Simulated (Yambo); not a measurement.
Yambo run on CuI (wurtzite, space group P6_3mc, No. 186). The wavefunctions come from this Quantum ESPRESSO step (PBEsol, PseudoDojo standard norm-conserving files, fully relativistic):

```
&CONTROL
  calculation = 'nscf'
  pseudo_dir = './pseudo'
  outdir = './out'
/
&SYSTEM
  ibrav = 0
  nat = 4
  ntyp = 2
  ecutwfc = 92.0
  ecutrho = 368.0
  occupations = 'fixed'
  force_symmorphic = .true.
  nbnd = 250
  noncolin = .true.
  lspinorb = .true.
/
&ELECTRONS
  conv_thr = 4e-09
  diago_full_acc = .true.
  diago_thr_init = 1e-08
/
ATOMIC_SPECIES
Cu 63.5460 Cu.upf
I 126.9045 I.upf
CELL_PARAMETERS angstrom
  4.181883331924   0.000000000000   0.000000000000
 -2.090941665962   3.621617201109   0.000000000000
  0.000000000000   0.000000000000   6.897567975000
ATOMIC_POSITIONS crystal
Cu   0.666666667000   0.333333333000   0.873394191600
Cu   0.333333333667   0.666666666333   0.373394191600
I   0.666666667000   0.333333333000   0.501605808400
I   0.333333333667   0.666666666333   0.001605808400
K_POINTS automatic
3 3 2 0 0 0
```

Yambo input:

```
rim_cut
gw0
dyson
el_el_corr
HF_and_locXC
ppa
em1d
RandQpts= 1000000
RandGvec= 1 Ry
EXXRLvcs= 92 Ry
VXCRLvcs= 368 Ry
Chimod= "HARTREE"
% BndsRnXp
 17 | 248 |
%
NGsBlkXp= 6 Ry
% LongDrXp
 1.0 | 1.0 | 1.0 |
%
PPAPntXp= 27.2114 eV
% GbndRnge
 1 | 248 |
%
GTermKind= "BG"
DysSolver= "n"
ExtendOut
% QPkrange
 1 | 1 | 50 | 54 |
 2 | 2 | 52 | 53 |
 5 | 5 | 52 | 53 |
 6 | 6 | 52 | 53 |
%
```

k points by index: 1 = Γ, 2 = A, 5 = K, 6 = H.

Table of the .qp output:

```
#    K-point    Band    Eo [eV]    E [eV]    E-Eo [eV]    Vxc [eV]    Vnlxc [eV]    Sc|Eo [eV]    Sc|E [eV]    dSc/dw|Eo [eV]    Re(Z)    Im(Z)
#
    1    50    -0.064158    -0.599084    -0.534926    -22.82900    -27.60854    4.077942    4.244614    -8.476093    0.762488    -0.001602
    1    51    -0.11178E-12    -0.560521    -0.560521    -22.93060    -27.80149    4.135886    4.310370    -8.468241    0.762656    -0.001602
    1    52    0.000000    -0.560521    -0.560521    -22.93060    -27.80149    4.135886    4.310370    -8.468241    0.762656    -0.001602
    1    53    1.025536    1.489667    0.464130    -10.24117    -5.762857    -3.906860    -4.014186    -6.290590    0.812230    -0.001376
    1    54    1.025536    1.489663    0.464126    -10.24117    -5.762864    -3.906858    -4.014182    -6.290611    0.812229    -0.001376
    2    52    -0.486216    -1.091386    -0.605169    -22.67271    -27.83763    4.367246    4.559744    -8.653225    0.758722    -0.001644
    2    53    2.165868    2.639387    0.473518    -10.63944    -6.075886    -3.977136    -4.090038    -6.486232    0.807514    -0.001413
    5    52    -1.597161    -2.263142    -0.665982    -25.59154    -32.40095    5.900471    6.143424    -9.923499    0.732767    -0.001834
    5    53    2.819722    2.965211    0.145489    -10.89938    -7.482161    -3.237505    -3.271732    -6.396529    0.809669    -0.001410
    6    52    -1.410429    -2.070019    -0.659590    -25.62891    -32.33377    5.807231    6.045264    -9.816807    0.734878    -0.001816
    6    53    2.985142    3.425799    0.440657    -12.18769    -7.953728    -3.685104    -3.793305    -6.679725    0.802904    -0.001428
```
(The two width columns are left out.) Convergence of these settings isn't established.

Geometry relaxed with PBEsol.

This is not the ordinary phase of the substance.
